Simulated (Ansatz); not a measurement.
ZnO:
```cif
data_O2Zn2
_chemical_formula_sum 'Zn2 O2'
_space_group_name_H-M_alt 'P63/mmc'
_space_group_IT_number 194
_space_group_name_Hall '-P 6c 2c'
_cell_length_a 3.23698
_cell_length_b 3.23698
_cell_length_c 6.04924
_cell_angle_alpha 90.000
_cell_angle_beta 90.000
_cell_angle_gamma 120.000
loop_
_atom_site_label
_atom_site_type_symbol
_atom_site_symmetry_multiplicity
_atom_site_Wyckoff_symbol
_atom_site_fract_x
_atom_site_fract_y
_atom_site_fract_z
_atom_site_occupancy
Zn1 Zn 2 b 0.00000 0.00000 0.25000 1
O1 O 2 c 0.33333 0.66667 0.25000 1
```

Relaxed with r²SCAN+D4.

Task: Give the optical modes at the zone centre with their infrared and Raman activity from DFPT, r²SCAN+D4 (plane waves, PAW; program Ansatz).

Result: Transverse frequencies, without the LO–TO term; a row sums one degenerate level.

```
ω (cm⁻¹)  degeneracy  IR ((D/Å)²/amu)  Raman (Å⁴/amu)  activity  symmetry
--------  ----------  ---------------  --------------  --------  --------
35i                2             0.00             1.1     Raman       E2g
83                 1             0.00               0    silent       B1g
117                1             4.95               0        IR       A2u
253                1             0.00               0    silent       B1g
542                2            43.78               0        IR       E1u
549                2             0.00             150     Raman       E2g
```

Task: How high does the top mode go among those that the LO–TO term moves?

Result: 685 cm⁻¹ for q along x, 685 cm⁻¹ for q along y, 264 cm⁻¹ for q along z.

Space group P6_3/mmc. The first step of the workflow began from a Materials Project structure, measured or hypothetical; the Crystallography Open Database copy checked does not list it. It is not the phase usual at ambient conditions (space group No. 186). The r²SCAN+D4 relaxation kept the symmetry of its start; phonons show weakly imaginary modes.

Potentials: the later of the program's two PAW sets.
